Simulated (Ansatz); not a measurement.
The slice is one period of a {110} plane through atoms; its size isn't given.

Method: PBEsol (plane waves to 420 eV, PAW, scalar-relativistic; Ansatz, a quantum-chemistry and plane-wave program). These are valence fields of a PAW run, semicore shells included where kept as valence: close to a nucleus they are smooth pseudo fields.

```
|@%+=-::.::-=+%|
|*+=-:.....:-=+|
|==-:..   ..:-=|
|--::.     .::-|
|::..       ..:|
|....       ...|
|..           .|
|      ...     |
|    .......   |
|   ..:::::..  |
|  ..:-----:.. |
|  .:-=====-:. |
|..:-==+++==-:.|
|.::-=+===+=-::|
|::-==+=.=+==-:|
|---==+===+==--|
|=====+++++====|
|*+===========+|
|@%+=-------=+%|
|@%*=--:::--=*%|
```
Scale: ten equal steps from -1.74 (start of ' ') to 1.67 (end of '@'), in the order ' .:-=+*#%@'. Values: log₁₀ of the valence density in e/Å³. The map has 14 points along u (one character each, u = 0 at the left) and 20 along v (v = 0 in the bottom row). The scale is logarithmic, as a density can span decades between atoms and voids.

```
|xxxx0011112222222222111100xx|
|0000111111110000001111111100|
|1111111111000000000011111111|
|1111111100000000000000111111|
|1111110000000000000000001111|
|0000000000000000000000000000|
|0000000000000000000000000000|
|0000000000000000000000000000|
|0000000000112222221100000000|
|0000000022445566554422000000|
|0000002255778888887755220000|
|0000225577889999998877552200|
|0011337788887766778888773311|
|001155889977xxxxxx7799885511|
|112255889977xxxxxx7799885522|
|111133889999xxxxxx9999883311|
|1111225599998866889999552211|
|0000112266999999999966221100|
|xxxx0011337788888877331100xx|
|xxxx0011224455665544221100xx|
```
Scale: ten equal steps from 0.01 (start of '0') to 0.89 (end of '9'), in the order '0123456789'. Values: electron localisation function (ELF). The map has 14 points along u (two characters each, u = 0 at the left) and 20 along v (v = 0 in the bottom row). Points within 0.5 Å of a nucleus are blanked (x), as the pseudised field means little there.

Task: Which relaxed crystal do these maps come from?
(A) CdSe (zinc blende)
(B) ZnS (zinc blende)
(C) BP (zinc blende)
(D) BAs (zinc blende)

Result: B, ZnS (zinc blende). Atoms on the slice: S at (0.50, 0.25); Zn at (0.00, 0.00)

All were relaxed with their symmetry unable to fall. The PAW data are Ansatz's earlier set.
